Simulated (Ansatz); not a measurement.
The cell below belongs to a search over invented structures; it isn't taken from experiment.

Input and command of a plane-wave DFT calculation in Ansatz:

```yaml
crystal:
  lattice:
    - [3.8879221035, 0.0, 0.0]
    - [0.0, 3.8879221035, 0.0]
    - [0.0, 0.0, 3.7514848993]
  atoms:
    - { symbol: Ta, position: [0.5, 0.0, 0.5] }
    - { symbol: Ta, position: [0.0, 0.5, 0.5] }
    - { symbol: H, position: [0.5, 0.0, 0.0] }
    - { symbol: H, position: [0.0, 0.5, 0.0] }
    - { symbol: H, position: [0.0, 0.0, 0.2619326492] }
    - { symbol: H, position: [0.0, 0.0, 0.7380673508] }
    - { symbol: H, position: [0.5, 0.5, 0.0] }
basis:
  ecutwfc: 420
kpoints:
  mp_grid: { grid: [10, 10, 10] }
hamiltonian:
  xc: pbe
scf:
  occupations: { method: gaussian, width: 0.1 }
output:
  forces: true
  stress: true
  eigenvalues: true
relax:
  adjacent_minimum: "off"
  f_tol: 0.01
  max_steps: 80
  cell: { stress_tol: 0.05 }
```

```bash
ansatz run input.yaml --threads 1 --pin off --max-ram 2560MiB --backend cpu --events-out ev --progress --plain --runs-dir out
```

Processor: Intel(R) Xeon(R) Processor @ 2.50GHz (Skylake/Cascade Lake), 1 thread, on a host shared with other jobs.

Task: Estimate time, memory and problem size.

Result: About 120 s, peak memory 0.45 GiB. It solves 23 bands at 126 k points (after reduction by symmetry) with about 1125 plane waves (on the last cell), in 38 SCF iterations over 6 ionic steps.
